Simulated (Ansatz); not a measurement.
Suppose MgFeC₄N₄ takes space group P-43m (No. 215), with Mg on 1a; Fe on 1b; C on 4e; N on 4e. The cell of MgFeC₄N₄ is invented: two interpenetrating cyanide-bridged diamond nets.

Method: Ansatz 0.2.0, DFT PBE, scalar-relativistic, plane waves, PAW. Cutoff 420 eV, Γ-centred mesh, Gaussian smearing, collinear spin.

The zero of energy is the elements' standard structures at the same level (N₂ as a molecule); no fitted shifts are applied.

**Question.** Which cell and coordinates does it relax to?

**Answer.**

Space group P-43m (No. 215). a = 6.134 Å, b = 6.134 Å, c = 6.134 Å, α = 90.00°, β = 90.00°, γ = 90.00°
```tsv
atom	site	symmetry	x	y	z
Mg	1a	-43m	0.0000	0.0000	0.0000
Fe	1b	-43m	0.5000	0.5000	0.5000
C	4e	.3m	0.2054	0.2054	0.2054
N	4e	.3m	0.3154	0.3154	0.3154
```

Around Mg lie 4 C at 2.18 Å; Fe is surrounded by 4 N at 1.96 Å; around C lie 1 N at 1.17 Å and 1 Mg at 2.18 Å; N has 1 C at 1.17 Å and 1 Fe at 1.96 Å. Another local minimum with the same sites may exist.

**Question.** Where does its energy lie, and is it a metal?

**Answer.** The formation energy is +0.25 eV/atom and the gap on the 6×6×6 mesh of the 10-atom cell is 0 eV (a metal). The net moment per atom is 0.40 μB. The moment by site is Fe 3.1 μB. A positive value: parting into the elements would lower its energy.

The last run used collinear spin and Gaussian smearing of 0.10 eV. In such compounds of Fe a zero gap at this level may well be an artefact, since no Hubbard U is applied. The reference form of C is held partly by dispersion forces, which this level lacks. Another magnetic order may lie lower. A structure relaxed within its symmetry needn't be a true minimum. Site moments count only spheres around the atoms; the net moment includes the space between them.
